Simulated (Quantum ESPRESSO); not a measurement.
Space group R3m, hexagonal axes (No. 160); a = 4.0027 Å, b = 4.0027 Å, c = 19.6693 Å, α = 90.00°, β = 90.00°, γ = 120.00°

| atom | site | symmetry | x | y | z |
|---|---|---|---|---|---|
| P | 3a | 3m | 0.0000 | 0.0000 | 0.1194 |
| P | 3a | 3m | 0.0000 | 0.0000 | 0.6299 |
| Ga | 3a | 3m | 0.0000 | 0.0000 | 0.0000 |
| In | 3a | 3m | 0.0000 | 0.0000 | 0.5007 |
(The calculation used a cell of 4 atoms; values per cell refer to that cell.)

Cell and atoms were relaxed with PBEsol from Materials Project entry mp-1223642, within its symmetry.

**Question.** What does PBEsol (Quantum ESPRESSO, PseudoDojo norm-conserving, 80 Ry, with spin-orbit coupling) give for the electronic structure near the Fermi level?

**Answer.** The PBEsol gap is direct, 0.62 eV at Γ. 

The structure is a Materials Project entry; no match was found in the copy of COD used, and its stability was not checked.
